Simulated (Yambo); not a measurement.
Ba2MgMoO6 (space group Fm-3m, No. 225), G0W0@LDA in Yambo (2×2×2 mesh, plasmon pole; 7 Ry block, no terminator). The number N of bands in W and G is varied.

| N | x = 1/N | gap Γ → X (eV) | shift of the valence edge (eV) |
|---|---|---|---|
| 91 | 0.01099 | 3.878 | 0.231 |
| 127 | 0.00787 | 3.736 | 0.093 |
| 170 | 0.00588 | 3.623 | -0.031 |
| 214 | 0.00467 | ? | ? |

Q: Basis-set arguments suggest E = E∞ + A x. Fix A and E∞ from the two rows above the withheld one, predict the row at 214 bands, and test the form.

A: Gap: A = (3.623 − (3.736))/(0.00588 − 0.00787) = 56.8, E∞ = 3.289 eV, so 3.554 eV is predicted; the run gave 3.577 eV (miss 23 meV). The first two rows have slope 45.5, so the form doesn't hold yet over the whole range. Shift: A = (-0.031 − (0.093))/(0.00588 − 0.00787) = 62.3, E∞ = -0.397 eV, so -0.106 eV is predicted; the run gave -0.123 eV (miss 17 meV). The first two rows have slope 44.2, so the form doesn't hold yet over the whole range. The other settings are held fixed.

Spin-orbit coupling is not included.

Geometry of the Materials Project entry, not relaxed at this level; primitive cell a = 5.807 Å, b = 5.807 Å, c = 5.807 Å, α = 60.00°, β = 60.00°, γ = 60.00°.

The structure is a Materials Project entry; no match was found in the copy of COD used, and its stability was not checked.

A shift is the quasiparticle energy of the state minus its LDA energy.
